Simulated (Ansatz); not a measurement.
CdI₂ (CdI2 type)

```
CdI2
1.0
    4.24233     0.00000     0.00000
   -2.12117     3.67397     0.00000
    0.00000     0.00000     6.82427
Cd I
1 2
Direct
  0.00000   0.00000   0.00000
  0.33333   0.66667   0.25349
  0.66667   0.33333   0.74651
```

The relaxed cell is deformed in two ways at once: its volume V is scaled, and at that volume it is stretched along z (the c axis of the conventional cell) so that c/a changes. Fractional atomic positions are held.

Method: PBE-D3(BJ) (plane waves to 420 eV, PAW, scalar-relativistic; Ansatz, a program for electronic structure). k mesh 9×9×5 (Γ-centred), Fermi-Dirac smearing 0.05 eV. The energy includes the smearing's −TS. As the atoms are clamped, bonds stretch with the cell, which overstates energies and stresses. CdI2 was relaxed with its symmetry unable to fall. Spin-orbit coupling is left out, though I is heavy. The zero of ΔE is the relaxed starting cell.

Task: What ΔE (meV/atom) does the calculation give at all points of the grid V/V₀ = 0.920, 0.960, 1.000, 1.040, 1.080 by (c/a)/(c/a)₀ = 0.920, 0.960, 1.000, 1.040, 1.080?

Result: ΔE (meV/atom), with V/V₀ across and (c/a)/(c/a)₀ down:

| (c/a)/(c/a)₀ \ V/V₀ | 0.920 | 0.960 | 1.000 | 1.040 | 1.080 |
|---|---|---|---|---|---|
| 0.920 | 39.2 | 17.9 | 11.9 | 17.9 | 33.3 |
| 0.960 | 31.0 | 9.3 | 3.0 | 8.7 | 24.0 |
| 1.000 | 28.4 | 6.5 | 0.0 | 5.6 | 20.8 |
| 1.040 | 31.8 | 9.7 | 3.0 | 8.4 | 23.5 |
| 1.080 | 41.0 | 18.7 | 11.8 | 17.1 | 32.0 |

(Under strain, the slope of the energy per volume gives the stress and its curvature an elastic modulus.)
